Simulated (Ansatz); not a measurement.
An Ansatz (an electronic-structure program) run. Input:

Ansatz 0.2 input:
```yaml
crystal:
  lattice:
    - [3.8858657264, 0.0, 0.0]
    - [0.0, 3.8858657264, 0.0]
    - [0.0, 0.0, 5.4882764645]
  atoms:
    - { symbol: Si, position: [0.5, 0.0, 0.7548534398] }
    - { symbol: Si, position: [0.0, 0.0, 0.0] }
    - { symbol: Si, position: [0.0, 0.5, 0.2451465602] }
    - { symbol: Ge, position: [0.5, 0.5, 0.5] }
kpoints:
  mp_grid: { grid: [7, 7, 5] }
hamiltonian:
  xc: r2scan
  pseudopotentials: { azcp: { folder: ./paw }, kind: paw }
scf:
  occupations: { method: fixed }
elastic: { mode: relaxed_ion, stencil: two_point, amplitude: 0.005, f_tol: 0.0005 }
output: { polarization: {} }
```

Output (shortened):

```
Pseudopotential: Si, paw, valence charge 4
Pseudopotential: Ge, paw, valence charge 14
Functional definition: r2SCAN
Crystal: 4 atoms, lattice volume = 82.873 Å³
Basis set: ecut = 500 eV, 2101 PW (Γ), exchange–correlation on 120×120×180 points (64 copies of the dense FFT grid, shifted against one another)
Bands: 17, of which v1, the nominal top of the filled ones, is band 13 counted from 1 (12 counted from 0)
Symmetry: 8 space group operations
Space group: P-4m2 (ITA 115), of the structure as read, at distance tolerance 4.4e-5 Å
k-points: 30 of 245 (time reversal used)
SCF 1 converged in 12 iterations: F = -6220.076980 eV  dr2 = 2.00e-14
Crystal: 4 atoms, lattice volume = 82.873 Å³
SCF 2 converged in 2 iterations: F = -6220.076980 eV  dr2 = 3.23e-15
Crystal: 4 atoms, lattice volume = 82.458 Å³
Basis set: ecut = 500 eV, 2085 PW (Γ), exchange–correlation on 120×120×180 points (64 copies of the dense FFT grid, shifted against one another)
Symmetry: 4 space group operations
k-points: 48 of 245 (time reversal used)
SCF 3 converged in 12 iterations: F = -6220.075588 eV  dr2 = 7.12e-15
relax step   1: F+E_penalty+E_count = -6220.07558752 eV  Δ(F+E_penalty+E_count) = +0.000e0 eV  max|allowed force component| = 4.903e-2 eV/Å  Δτ_max = 0.0000 Å  (12 SCF iters, accepted)
Crystal: 4 atoms, lattice volume = 82.458 Å³
SCF 4 converged in 10 iterations: F = -6220.075748 eV  dr2 = 5.32e-15
relax step   2: F+E_penalty+E_count = -6220.07574786 eV  Δ(F+E_penalty+E_count) = -1.603e-4 eV  max|allowed force component| = 8.697e-3 eV/Å  Δτ_max = 0.0016 Å  (10 SCF iters, accepted)
Crystal: 4 atoms, lattice volume = 82.458 Å³
SCF 5 converged in 7 iterations: F = -6220.075752 eV  dr2 = 6.72e-14
relax step   3: F+E_penalty+E_count = -6220.07575197 eV  Δ(F+E_penalty+E_count) = -4.113e-6 eV  max|allowed force component| = 4.926e-4 eV/Å  Δτ_max = 0.0004 Å  (7 SCF iters, accepted)
Crystal: 4 atoms, lattice volume = 82.458 Å³
SCF 6 converged in 2 iterations: F = -6220.075752 eV  dr2 = 9.86e-15
Crystal: 4 atoms, lattice volume = 83.287 Å³
Basis set: ecut = 500 eV, 2109 PW (Γ), exchange–correlation on 120×120×180 points (64 copies of the dense FFT grid, shifted against one another)
SCF 7 converged in 12 iterations: F = -6220.075624 eV  dr2 = 5.40e-15
relax step   1: F+E_penalty+E_count = -6220.07562398 eV  Δ(F+E_penalty+E_count) = +0.000e0 eV  max|allowed force component| = 4.652e-2 eV/Å  Δτ_max = 0.0000 Å  (12 SCF iters, accepted)
Crystal: 4 atoms, lattice volume = 83.287 Å³
SCF 8 converged in 10 iterations: F = -6220.075773 eV  dr2 = 2.15e-15
relax step   2: F+E_penalty+E_count = -6220.07577332 eV  Δ(F+E_penalty+E_count) = -1.493e-4 eV  max|allowed force component| = 7.735e-3 eV/Å  Δτ_max = 0.0016 Å  (10 SCF iters, accepted)
Crystal: 4 atoms, lattice volume = 83.287 Å³
SCF 9 converged in 7 iterations: F = -6220.075777 eV  dr2 = 9.49e-14
relax step   3: F+E_penalty+E_count = -6220.07577656 eV  Δ(F+E_penalty+E_count) = -3.238e-6 eV  max|allowed force component| = 4.555e-4 eV/Å  Δτ_max = 0.0003 Å  (7 SCF iters, accepted)
Crystal: 4 atoms, lattice volume = 83.287 Å³
SCF 10 converged in 2 iterations: F = -6220.075777 eV  dr2 = 2.02e-14
Crystal: 4 atoms, lattice volume = 82.458 Å³
Basis set: ecut = 500 eV, 2083 PW (Γ), exchange–correlation on 120×120×180 points (64 copies of the dense FFT grid, shifted against one another)
SCF 11 converged in 11 iterations: F = -6220.075954 eV  dr2 = 2.31e-15
relax step   1: F+E_penalty+E_count = -6220.07595350 eV  Δ(F+E_penalty+E_count) = +0.000e0 eV  max|allowed force component| = 1.527e-3 eV/Å  Δτ_max = 0.0000 Å  (11 SCF iters, accepted)
Crystal: 4 atoms, lattice volume = 82.458 Å³
SCF 12 converged in 6 iterations: F = -6220.075954 eV  dr2 = 6.46e-14
relax step   2: F+E_penalty+E_count = -6220.07595364 eV  Δ(F+E_penalty+E_count) = -1.313e-7 eV  max|allowed force component| = 1.573e-4 eV/Å  Δτ_max = 0.0001 Å  (6 SCF iters, accepted)
Crystal: 4 atoms, lattice volume = 82.458 Å³
SCF 13 converged in 2 iterations: F = -6220.075954 eV  dr2 = 1.84e-14
Crystal: 4 atoms, lattice volume = 83.287 Å³
SCF 14 converged in 10 iterations: F = -6220.075963 eV  dr2 = 3.63e-14
relax step   1: F+E_penalty+E_count = -6220.07596306 eV  Δ(F+E_penalty+E_count) = +0.000e0 eV  max|allowed force component| = 1.533e-3 eV/Å  Δτ_max = 0.0000 Å  (10 SCF iters, accepted)
Crystal: 4 atoms, lattice volume = 83.287 Å³
SCF 15 converged in 6 iterations: F = -6220.075963 eV  dr2 = 6.12e-14
relax step   2: F+E_penalty+E_count = -6220.07596320 eV  Δ(F+E_penalty+E_count) = -1.344e-7 eV  max|allowed force component| = 1.644e-4 eV/Å  Δτ_max = 0.0001 Å  (6 SCF iters, accepted)
Crystal: 4 atoms, lattice volume = 83.287 Å³
SCF 16 converged in 2 iterations: F = -6220.075963 eV  dr2 = 1.97e-14
Crystal: 4 atoms, lattice volume = 82.872 Å³
Basis set: ecut = 500 eV, 2093 PW (Γ), exchange–correlation on 120×120×180 points (64 copies of the dense FFT grid, shifted against one another)
Symmetry: 2 space group operations
k-points: 72 of 245 (time reversal used)
SCF 17 converged in 11 iterations: F = -6220.076312 eV  dr2 = 2.86e-14
relax step   1: F+E_penalty+E_count = -6220.07631241 eV  Δ(F+E_penalty+E_count) = +0.000e0 eV  max|allowed force component| = 4.704e-2 eV/Å  Δτ_max = 0.0000 Å  (11 SCF iters, accepted)
Crystal: 4 atoms, lattice volume = 82.872 Å³
SCF 18 converged in 9 iterations: F = -6220.076466 eV  dr2 = 1.78e-14
relax step   2: F+E_penalty+E_count = -6220.07646563 eV  Δ(F+E_penalty+E_count) = -1.532e-4 eV  max|allowed force component| = 8.143e-3 eV/Å  Δτ_max = 0.0018 Å  (9 SCF iters, accepted)
Crystal: 4 atoms, lattice volume = 82.872 Å³
SCF 19 converged in 8 iterations: F = -6220.076469 eV  dr2 = 3.49e-14
relax step   3: F+E_penalty+E_count = -6220.07646930 eV  Δ(F+E_penalty+E_count) = -3.671e-6 eV  max|allowed force component| = 2.161e-4 eV/Å  Δτ_max = 0.0004 Å  (8 SCF iters, accepted)
Crystal: 4 atoms, lattice volume = 82.872 Å³
SCF 20 converged in 2 iterations: F = -6220.076469 eV  dr2 = 6.06e-15
Crystal: 4 atoms, lattice volume = 82.872 Å³
SCF 21 converged in 11 iterations: F = -6220.076312 eV  dr2 = 2.45e-14
relax step   1: F+E_penalty+E_count = -6220.07631241 eV  Δ(F+E_penalty+E_count) = +0.000e0 eV  max|allowed force component| = 4.704e-2 eV/Å  Δτ_max = 0.0000 Å  (11 SCF iters, accepted)
Crystal: 4 atoms, lattice volume = 82.872 Å³
SCF 22 converged in 9 iterations: F = -6220.076466 eV  dr2 = 1.74e-14
relax step   2: F+E_penalty+E_count = -6220.07646563 eV  Δ(F+E_penalty+E_count) = -1.532e-4 eV  max|allowed force component| = 8.143e-3 eV/Å  Δτ_max = 0.0018 Å  (9 SCF iters, accepted)
Crystal: 4 atoms, lattice volume = 82.872 Å³
SCF 23 converged in 8 iterations: F = -6220.076469 eV  dr2 = 3.43e-14
relax step   3: F+E_penalty+E_count = -6220.07646930 eV  Δ(F+E_penalty+E_count) = -3.671e-6 eV  max|allowed force component| = 2.161e-4 eV/Å  Δτ_max = 0.0004 Å  (8 SCF iters, accepted)
Crystal: 4 atoms, lattice volume = 82.872 Å³
SCF 24 converged in 2 iterations: F = -6220.076469 eV  dr2 = 6.11e-15
Crystal: 4 atoms, lattice volume = 82.872 Å³
Basis set: ecut = 500 eV, 2095 PW (Γ), exchange–correlation on 120×120×180 points (64 copies of the dense FFT grid, shifted against one another)
SCF 25 converged in 10 iterations: F = -6220.076652 eV  dr2 = 1.07e-14
relax step   1: F+E_penalty+E_count = -6220.07665174 eV  Δ(F+E_penalty+E_count) = +0.000e0 eV  max|allowed force component| = 1.025e-4 eV/Å  Δτ_max = 0.0000 Å  (10 SCF iters, accepted)
Crystal: 4 atoms, lattice volume = 82.872 Å³
SCF 26 converged in 2 iterations: F = -6220.076652 eV  dr2 = 2.59e-15
Crystal: 4 atoms, lattice volume = 82.872 Å³
SCF 27 converged in 10 iterations: F = -6220.076652 eV  dr2 = 9.93e-15
relax step   1: F+E_penalty+E_count = -6220.07665174 eV  Δ(F+E_penalty+E_count) = +0.000e0 eV  max|allowed force component| = 1.025e-4 eV/Å  Δτ_max = 0.0000 Å  (10 SCF iters, accepted)
Crystal: 4 atoms, lattice volume = 82.872 Å³
SCF 28 converged in 2 iterations: F = -6220.076652 eV  dr2 = 2.41e-15
SCF converged after 2 iterations
Free energy (F): -6220.076980 eV
Harris-Foulkes:  -6220.076980 eV  (|F-HF|=9.09e-13)
Internal energy: -6220.076980 eV  (E = F + TS)
E sigma→0 (E₀):  -6220.076980 eV
Fermi energy:    6.728513 eV
--- Per-component energies (eV) ---
  E_band       = -160.098669
  E_kinetic    = 214.493280
  E_local      = -2745.439093  (includes V_loc(G=0)·N_el)
  E_nonlocal   = 284.941247
  E_hartree    = 1302.810224
  E_xc         = -223.846945
  E_vxc        = -220.519494  (∫ρ·V_xc dr)
  E_paw        = -3581.883625  (= ΣΔE_a)
  E_vpaw       = -308.658451  (= ΣTr[D̂ρ^β])
  E_aug_tail   = 0.000037  (compensation charges beyond the density's cutoff)
  E_vtau       = 9.463355  (kinetic-family band-sum trace: ∫τ·v_τ [+ j·A + Jᵃ·Aᵃ] dr)
  E_ewald      = -1469.837045
  E_core_change = -1.315060  (= ΣΔE_core)
  E_smearing   =  0.000000  (= −TS)
  E_closure    = 0.000000  (closes the sum)
  Σ components = -6220.076980   (vs F -6220.076980, Δ=0.00e0)
--- Forces (eV/Å), atoms counted from 1 ---
  atom   1  Si     0.00000000     0.00000000    -0.00013144
  atom   2  Si     0.00000000     0.00000000     0.00000000
  atom   3  Si     0.00000000     0.00000000     0.00013144
  atom   4  Ge     0.00000000     0.00000000     0.00000000
  max |Σ_I F_I| component: 5.55e-17 eV/Å
--- Stress (GPa, compression-positive) ---
        0.000312       0.000000       0.000000
        0.000000       0.000312       0.000000
        0.000000       0.000000       0.000414
  P = ⅓ Tr σ = 0.0003 GPa (0.003 kbar)
--- Band table (eV; the first three rows and the last of 30) ---
  k-point 0: bands = ["-18.0948", "-18.0840", "-18.0840", "-18.0594", "-18.0538", "-6.0138", "-1.9067", "-1.4850", "3.6348", "3.6348", "6.6925", "6.7285", "6.7285", "7.5743", "7.7468", "9.4479", "9.4479"]
  k-point 1: bands = ["-18.0948", "-18.0841", "-18.0841", "-18.0594", "-18.0538", "-5.8359", "-3.1931", "0.0250", "3.8040", "3.8040", "5.6334", "6.1066", "6.1066", "7.4691", "8.2722", "9.1588", "10.2964"]
  k-point 2: bands = ["-18.0948", "-18.0841", "-18.0841", "-18.0593", "-18.0538", "-5.3193", "-4.3703", "1.8544", "3.8209", "4.2953", "4.2953", "5.1346", "5.1346", "7.6980", "8.3516", "9.5042", "10.8669"]
  k-point 29: bands = ["-18.0883", "-18.0882", "-18.0768", "-18.0593", "-18.0537", "-2.6082", "-2.0399", "-1.0384", "-0.6312", "2.2920", "2.5558", "3.2776", "3.5095", "9.4373", "10.3980", "10.7617", "11.6680"]
--- Elastic constants: 4 strain directions × 2 members + reference (group order 8) ---
  dense FFT box of the reference and of every strained cell: 30×30×45
  strains applied: 11, 33, 23, 12; error gains …
  C = ∂σ_k/∂η_j (tension-positive GPa; Voigt order 11 22 33 23 13 12):
       188.066     28.444     57.095      0.000      0.000      0.000
        28.444    188.066     57.095      0.000      0.000      0.000
        57.083     57.083    157.900      0.000      0.000      0.000
         0.000      0.000      0.000     79.040      0.000      0.000
         0.000      0.000      0.000      0.000     79.040      0.000
         0.000      0.000      0.000      0.000      0.000     50.830
  reference stress σ⁰ (GPa):      0.000      0.000      0.000      0.000      0.000      0.000
  moduli (Voigt/Reuss/Hill, GPa): K = 91.03/91.03/91.03   G = 67.88/64.73/66.30   E = 160.05   ν = 0.207
  mechanically stable: yes (min eigenvalue of sym C = 50.83 GPa)
  e, the proper piezoelectric tensor (elastic.mode: relaxed_ion; C/m²; rows x y z; Voigt order 11 22 33 23 13 12):
       0.00000    0.00000    0.00000    0.00000   -0.01737    0.00000
       0.00000    0.00000    0.00000    0.01737    0.00000    0.00000
      -0.01970    0.01970    0.00000    0.00000    0.00000    0.00000
  ±, each entry's uncertainty from the finite density of the strings (C/m²), an estimate: the size of the correction for it that the entry includes:
       0.00000    0.00000    0.00000    0.00000    0.00074    0.00000
       0.00000    0.00000    0.00000    0.00074    0.00000    0.00000
       0.00064    0.00064    0.00000    0.00000    0.00000    0.00000
  strain η (Voigt 11):  stress-route row diagonal C_11 = 188.07 GPa, energy-path curvature d²(F+E_count+ΔE)/dδ²/Ω₀ = 188.07 GPa
         δ    σ_11 (GPa)             F (eV)   n_scf  n_hpsi   n_pw
    -5.000e-3      -0.9527       -6220.0757520       2    7295   2108   relax 3 steps, max|allowed force component| 4.93e-4 eV/Å
     5.000e-3       0.9280       -6220.0757766       2    7274   2126   relax 3 steps, max|allowed force component| 4.55e-4 eV/Å
  strain η (Voigt 33):  stress-route row diagonal C_33 = 157.90 GPa, energy-path curvature d²(F+E_count+ΔE)/dδ²/Ω₀ = 157.89 GPa
         δ    σ_33 (GPa)             F (eV)   n_scf  n_hpsi   n_pw
    -5.000e-3      -0.7938       -6220.0759536       2    4551   2102   relax 2 steps, max|allowed force component| 1.57e-4 eV/Å
     5.000e-3       0.7852       -6220.0759632       2    4569   2126   relax 2 steps, max|allowed force component| 1.64e-4 eV/Å
  strain η (Voigt 23):  stress-route row diagonal C_44 = 79.04 GPa, energy-path curvature d²(F+E_count+ΔE)/dδ²/Ω₀ = 79.04 GPa
         δ    σ_23 (GPa)             F (eV)   n_scf  n_hpsi   n_pw
    -5.000e-3      -0.3952       -6220.0764693       2   10857   2119   relax 3 steps, max|allowed force component| 2.16e-4 eV/Å
     5.000e-3       0.3952       -6220.0764693       2   10860   2119   relax 3 steps, max|allowed force component| 2.16e-4 eV/Å
  strain η (Voigt 12):  stress-route row diagonal C_66 = 50.83 GPa, energy-path curvature d²(F+E_count+ΔE)/dδ²/Ω₀ = 50.83 GPa
         δ    σ_12 (GPa)             F (eV)   n_scf  n_hpsi   n_pw
    -5.000e-3      -0.2541       -6220.0766517       2    7244   2116   relax 1 steps, max|allowed force component| 1.02e-4 eV/Å
     5.000e-3       0.2541       -6220.0766517       2    7230   2116   relax 1 steps, max|allowed force component| 1.02e-4 eV/Å
--- Formal polarisation (Berry phase): one branch of a lattice of values; only differences between neighbouring runs are physical ---
  axis  mesh            electronic          ionic      p = total  spread (rad)  least overlap  resolved gap  δp at fixed H ≤   (phases in cycles; p mod 2 …
  b1    7×7×5          -1.00000000     9.00000000     8.00000000      0.000000         0.8477        0.8451           1.2e-5
  b2    7×7×5           1.00000000     9.00000000    10.00000000      0.000000         0.8477        0.8451           1.2e-5
  b3    7×7×5           1.00000000    11.00000000    12.00000000      0.010758         0.8328        0.8451           1.2e-5
  quantum along a1:   0.09377914 e/Å² =   150.250740 µC/cm²
  quantum along a2:   0.09377914 e/Å² =   150.250740 µC/cm²
  quantum along a3:   0.13245075 e/Å² =   212.209494 µC/cm²
  P = (  0.37511654,   0.46889568,   0.79470449) e/Å² = (  601.002960,   751.253700,  1273.256964) µC/cm²  (mod the quanta)
```

Cost: roughly 6 core-minutes on shared cores.

The start of the workflow was typed in or built on a structure type; neither database checked (COD, Materials Project) lists it. Whether it is the stable phase at ambient conditions was not checked. The r²SCAN relaxation kept the symmetry of its start; its stability against distortions is not shown here. Scalar-relativistic: spin–orbit coupling is off unless named, which matters more the heavier the elements.

Potentials: the earlier of the program's two PAW sets.

Ansatz is a plane-wave DFT program.
